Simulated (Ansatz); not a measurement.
Ag in space group P6/mmm (No. 191; Ag on 2e, Ag on 2d, Ag on 3f) at seven volumes, DFT-PBEsol in the program Ansatz with PAW potentials, shape and atoms relaxed at each. One row is withheld.

```
V (Å³/atom)  P (GPa)
-----------  -------
16.029         12.91
16.557          7.73
17.085          3.48
17.614          0.00
18.142             ?
18.671         -5.18
19.199         -7.07
```

### Question
Fit the shown pressures and predict the withheld one.

### Answer
Third-order Birch–Murnaghan: P = (3/2)B₀(x^(7/2) − x^(5/2))[1 + (3/4)(B′ − 4)(x − 1)] with x = (V₀/V)^(2/3). Least squares on the six rows gives V₀ = 17.614 Å³/atom, B₀ = 104.8 GPa, B′ = 5.68. At V = 18.142, x = 0.9805 and P = -2.85 GPa. The run itself gave -2.85 GPa.

The start of the workflow was typed in or built on a structure type; neither database checked (COD, Materials Project) lists it. It is not the phase usual at ambient conditions (space group No. 225). The cell was relaxed with PBEsol under the symmetry of its start. At this level the phase is mechanically unstable. No spin polarisation was allowed.

Potentials: the earlier of the program's two PAW sets. The files were generated under PBE; for other functionals the program regenerates the frozen cores, and for LDA and PBEsol the local potential too.
